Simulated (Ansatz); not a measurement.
SiC:
```cif
data_C2Si2
_chemical_formula_sum 'Si2 C2'
_space_group_name_H-M_alt 'P63mc'
_space_group_IT_number 186
_space_group_name_Hall 'P 6c -2c'
_cell_length_a 3.07588
_cell_length_b 3.07588
_cell_length_c 5.04757
_cell_angle_alpha 90.000
_cell_angle_beta 90.000
_cell_angle_gamma 120.000
loop_
_atom_site_label
_atom_site_type_symbol
_atom_site_symmetry_multiplicity
_atom_site_Wyckoff_symbol
_atom_site_fract_x
_atom_site_fract_y
_atom_site_fract_z
_atom_site_occupancy
Si1 Si 2 b 0.66667 0.33333 0.00051 1
C1 C 2 b 0.33333 0.66667 0.12469 1
```

Relaxed with PBEsol. Plane-wave PAW PBEsol (Ansatz code) gives a gap of 2.12 eV.

### Question
What gap does HSE06 give on the same cell (Ansatz, PAW)?

### Answer
3.16 eV, 1.04 eV more. The hybrid was solved on a coarser mesh and at special points; its gap is the smallest among all of these.

| k | v1 PBEsol | c1 PBEsol | v1 HSE06 | c1 HSE06 |
|---|---|---|---|---|
| Γ | 0.00 | 4.73 | … | … |
| A | -0.72 | 5.82 | -0.79 | 7.11 |
| K | -3.87 | 2.12 | -4.19 | 3.16 |
| H | -1.74 | 4.99 | … | … |
| M | -1.20 | 2.66 | … | … |
| L | -2.34 | 3.18 | … | … |

### Question
Top valence (v1) and lowest conduction level (c1) in eV from each method's valence maximum (which need not be a listed point): supply the withheld HSE06 values.

### Answer

- Γ, v1 HSE06: 0.00
- Γ, c1 HSE06: 5.96
- L, v1 HSE06: -2.55
- L, c1 HSE06: 4.27
- M, v1 HSE06: -1.32
- M, c1 HSE06: 3.74
- H, v1 HSE06: -1.90
- H, c1 HSE06: 6.20

Cost on shared cores: the PBEsol run (SCF on a 10×10×6 mesh, then bands and DOS) about 15 core-seconds (a rough figure), the HSE06 run (SCF on 8×8×4, then a few points) about 110 core-seconds (a rough figure); the tasks are unlike.

Space group P6_3mc (wurtzite). The cell was relaxed with PBEsol under the symmetry of its start.

Potentials: the later of the program's two PAW sets.
